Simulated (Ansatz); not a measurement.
**MnSe: an elastic constant from a strain scan**

All numbers below come from DFT r2SCAN, scalar-relativistic, plane waves, PAW in Ansatz 0.2.0. The runs took a 500 eV cutoff, a Γ-centred 16×16×16 mesh and Gaussian smearing (0.15 eV). Collinear spins, started from moments 5.0, 0.2 μB in atom order; the magnetic state may not be the lowest. Energies are free energies at this smearing, counted from the undisturbed cell; pressure is positive in compression.

Reference structure (as given, not relaxed at this level; it stands at 0.8 GPa):

```xyz
2
Lattice="0.0000 2.7240 2.7240 2.7240 0.0000 2.7240 2.7240 2.7240 0.0000" Properties=species:S:1:pos:R:3 pbc="T T T"
Mn    0.0000    0.0000    0.0000
Se    2.7240    2.7240    2.7240
```

The cell is strained by ε times the Voigt pattern (0, 0, 0, 0, 1, 0) (xx, yy, zz, yz, xz, xy; engineering shear) with fractional coordinates fixed. The cell holds 2 atoms in V0 = 40.43 Å³. The stress column is τ = (1/V0) dE/dε, got from the stress tensor σ (compression positive) at each point as −det(1 + εP) σ : P(1 + εP)⁻¹, with P the pattern as a tensor.

| ε | ΔE (meV/atom) | τ (GPa) |
| --- | --- | --- |
| -0.0200 | ? | ? |
| -0.0100 | 0.245 | -0.390 |
| 0.0000 | 0.000 | 0.000 |
| 0.0050 | 0.061 | 0.195 |
| 0.0150 | 0.552 | 0.585 |

Q: Which combination of elastic constants does this scan measure, and how large is it?

A: For small ε, τ = τ0 + Kε with K = pᵀCp, which for this pattern is C44 in the cubic axes. The parabola through τ at ε = -0.0100, 0 and 0.0050 has slope K = 39 GPa at zero. The energies per cell, E = NΔE, of the same two points give K = 2[E(ε₊)/ε₊ − E(ε₋)/ε₋]/[(ε₊ − ε₋)V0] = 39 GPa, in agreement.

Q: Predict the withheld row at ε = -0.0200 from the harmonic law, and compare.

A: ΔE = V0(τ0 ε + Kε²/2)/N = 0.984 meV/atom and τ = -0.78 GPa. The calculation gives 0.984 meV/atom and -0.78 GPa, a miss of 0.01 meV/atom at most, so the harmonic law still holds here.

In a metal these slopes depend on the k mesh and the smearing.